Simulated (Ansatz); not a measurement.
**What DFT gives for Cd**

```
Cd
1.0
     3.01765    0.00000    0.00000
    -1.50883    2.61336    0.00000
     0.00000    0.00000    5.69092
Cd
2
Direct
  0.33333 0.66667 0.25000
  0.66667 0.33333 0.75000
```

The numbers come from plane-wave PAW DFT (Ansatz): r2SCAN, no spin polarisation, 500 eV, 10×10×5 Γ-centred k points, cold occupations (width 0.1199 eV). Nothing was relaxed.

**Question.** What do density and ELF say about some of the short contacts?

**Answer.** Cd–Cd at 3.02 Å: least valence density 0.19 e/Å³ and ELF 0.25 there. These are pseudo-fields; inside the PAW spheres they differ from the all-electron ones.

**Question.** Is there a gap?

**Answer.** It is a metal, with about 0.37 states/eV a cell as the mean within 0.25 eV of the Fermi level.

**Question.** What does the stress say?

**Answer.** The pressure is -1.6 GPa (compression positive), so with the atoms held at these fractions the cell would first shrink.

Origin: a database entry at a rescaled volume.
